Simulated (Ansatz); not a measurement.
# Collinear states of MnAl₃

The calculation used Ansatz 0.2.0, DFT r2SCAN, scalar-relativistic, plane waves, PAW.

```yaml
crystal:
  lattice:
    - [0.00000, 3.03935, 3.03935]
    - [3.03935, 0.00000, 3.03935]
    - [3.03935, 3.03935, 0.00000]
  atoms:
    - { symbol: Al, position: [0.25000, 0.25000, 0.25000] }
    - { symbol: Al, position: [0.75000, 0.75000, 0.75000] }
    - { symbol: Al, position: [0.50000, 0.50000, 0.50000] }
    - { symbol: Mn, position: [0.00000, 0.00000, 0.00000] }
```

```
plane-wave cutoff                               : 500 eV
Γ-centred k-mesh                                : 12×12×12
occupation rule                                 : Gaussian smearing, 0.1 eV
list of starting moments (μB, in atom order)    : 0 0 0 4
check for lower electronic states after the SCF : off
```

All runs keep this geometry, which isn't relaxed for the lowest state (largest force there 0.132 eV/Å, pressure 6.1 GPa) and needn't be a stable compound; relaxing each order can shift differences of a few meV. A propagation vector, in units of the reciprocal vectors, doubles the cell, which takes an equally dense mesh. r2SCAN tends to overstate moments in metals, so a weak moment here may be absent in the real material. Site moments are spin moments in atom-centred spheres that scale with the neighbour distance. The states are those that the runs reached from these starts; a lower one can exist.

Question: Starts tried: no spin; ferromagnetic; antiferromagnetic, doubled cell, propagation vector (0, 0, 1/2). Which state comes out lowest, and what are the moments?

Answer: The lowest state is antiferromagnetic, reached from the start “antiferromagnetic, doubled cell, propagation vector (0, 0, 1/2)”, with site moments (μB) Mn +3.14, Mn -3.14.

```json
{"start": "no spin", "ends": "non-magnetic", "energy above lowest (meV/atom)": "164", "site moments (μB)": "none over 0.05", "gap on mesh (eV)": "metal", "P (GPa)": "-5.8"}
{"start": "ferromagnetic", "ends": "ferromagnetic", "energy above lowest (meV/atom)": "54.8", "site moments (μB)": "Al -0.07 (×2), Mn +3.09", "gap on mesh (eV)": "metal", "P (GPa)": "6.8"}
{"start": "antiferromagnetic, doubled cell, propagation vector (0, 0, 1/2)", "ends": "antiferromagnetic", "energy above lowest (meV/atom)": "0.00", "site moments (μB)": "Mn +3.14, Mn -3.14", "gap on mesh (eV)": "metal", "P (GPa)": "6.1"}
```

Cost: 3 runs of about 1.9 core-minutes in all, on Intel Xeon Processor @ 2.70GHz (shared hosts).